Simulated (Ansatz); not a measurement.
## TlSn: clamped-ion strain scan

Method: DFT PBEsol, scalar-relativistic, plane waves, PAW in Ansatz. Cutoff 420 eV, Γ-centred 14×14×12 k-points, Gaussian smearing of 0.15 eV. Spin–orbit coupling is left out, which can shift energies with elements as heavy as these. No spin polarisation. Energies are free energies at this smearing, counted from the undisturbed cell; pressure is positive in compression.

The starting cell (as given, not relaxed at this level; it stands at -1.7 GPa, and it needn't be the usual structure):

```
Tl Sn
1.0
     3.61473    0.00000    0.00000
     0.00000    3.61473    0.00000
     0.00000    0.00000    4.37500
Tl Sn
1 1
Direct
  0.00000 0.00000 0.00000
  0.50000 0.50000 0.50000
```

The cell is strained by ε times the Voigt pattern (0, 0, 0, 0, 0, 1) (xx, yy, zz, yz, xz, xy; engineering shear) with fractional coordinates fixed. The cell is metallic on the mesh throughout.

```tsv
ε	ΔE (meV/atom)	stress summed along the pattern (GPa, tension positive)	pressure (GPa)
-0.0400	0.0	-0.13	-1.7
-0.0200	-0.1	0.01	-1.7
0.0000	0.0	0.00	-1.7
0.0050	0.0	-0.01	-1.7
0.0100	0.0	-0.02	-1.7
0.0150	-0.1	-0.02	-1.7
0.0250	-0.1	0.01	-1.7
0.0300	-0.1	0.05	-1.7
0.0350	-0.1	0.09	-1.7
```

By symmetry 0.0400 repeats -0.0400, -0.0300 repeats 0.0300, 0.0200 repeats -0.0200, -0.0100 repeats 0.0100 in energy, with the opposite slope along the path. All sampled points lie below the start, which is a maximum along this line.